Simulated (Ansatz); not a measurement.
These are results of DFT PBE, scalar-relativistic, plane waves, PAW (Ansatz 0.2.0), not measurements. Settings: cutoff 420 eV, Γ-centred meshes spaced at most about 0.3 Å⁻¹, and about 0.25 Å⁻¹ or finer for metals (2π included), Gaussian smearing. Collinear spin in cells that started with moments and kept them past the coarse steps, no spin elsewhere.

All energies are static (0 K, no zero-point motion).

Compare these two cells of EuZrF₄, each relaxed at this level.

1. (site moments Eu 6.7; Zr -0.3 μB)

```cif
data_structure
_symmetry_space_group_name_H-M 'P4/mmm'
_symmetry_Int_Tables_number 123
_cell_length_a 3.7828
_cell_length_b 3.7828
_cell_length_c 6.1748
_cell_angle_alpha 90.000
_cell_angle_beta 90.000
_cell_angle_gamma 90.000
_cell_volume 88.36
loop_
_atom_site_label
_atom_site_type_symbol
_atom_site_symmetry_multiplicity
_atom_site_Wyckoff_symbol
_atom_site_fract_x
_atom_site_fract_y
_atom_site_fract_z
_atom_site_occupancy
Eu1 Eu 1 c 0.50000 0.50000 0.00000 1
Zr1 Zr 1 d 0.50000 0.50000 0.50000 1
F1 F 4 i 0.00000 0.50000 0.70881 1
```

2. (site moments Eu 6.7; Zr -0.9 μB)

```cif
data_structure
_symmetry_space_group_name_H-M 'P4/mmm'
_symmetry_Int_Tables_number 123
_cell_length_a 4.0230
_cell_length_b 4.0230
_cell_length_c 5.6034
_cell_angle_alpha 90.000
_cell_angle_beta 90.000
_cell_angle_gamma 90.000
_cell_volume 90.69
loop_
_atom_site_label
_atom_site_type_symbol
_atom_site_symmetry_multiplicity
_atom_site_Wyckoff_symbol
_atom_site_fract_x
_atom_site_fract_y
_atom_site_fract_z
_atom_site_occupancy
Eu1 Eu 1 a 0.00000 0.00000 0.00000 1
Zr1 Zr 1 d 0.50000 0.50000 0.50000 1
F1 F 4 i 0.50000 0.00000 0.72752 1
```

Question: Which form is favoured at zero pressure, and by what margin per atom?

Answer: Cell 2 is lower, by 114 meV/atom. Cell 1 has space group P4/mmm (No. 123), 14.7 Å³/atom and no gap on its mesh; cell 2 has Eu and Zr ordered on fluorite sites, space group P4/mmm (No. 123), 15.1 Å³/atom and no gap. In cell 1, around Eu lie 8 F at 2.61 Å and 2 Zr at 3.09 Å; Zr has 8 F at 2.29 Å and 2 Eu at 3.09 Å; around F lie 2 Zr at 2.29 Å, 5 F at 2.58–2.67 Å and 2 Eu at 2.61 Å. In cell 2, Eu has 8 F at 2.53 Å and 8 Zr at 3.99 Å; Zr has 8 F at 2.38 Å and 8 Eu at 3.99 Å; around F lie 2 Zr at 2.38 Å, 2 Eu at 2.53 Å, 1 F at 2.55 Å, 4 F at 2.84 Å and 1 F at 3.05 Å. Both come from invented guesses.

In such compounds of Eu a zero gap at this level may well be an artefact, since no Hubbard U is applied. Another magnetic order may lie lower. Cells relaxed within their symmetry can be saddle points.
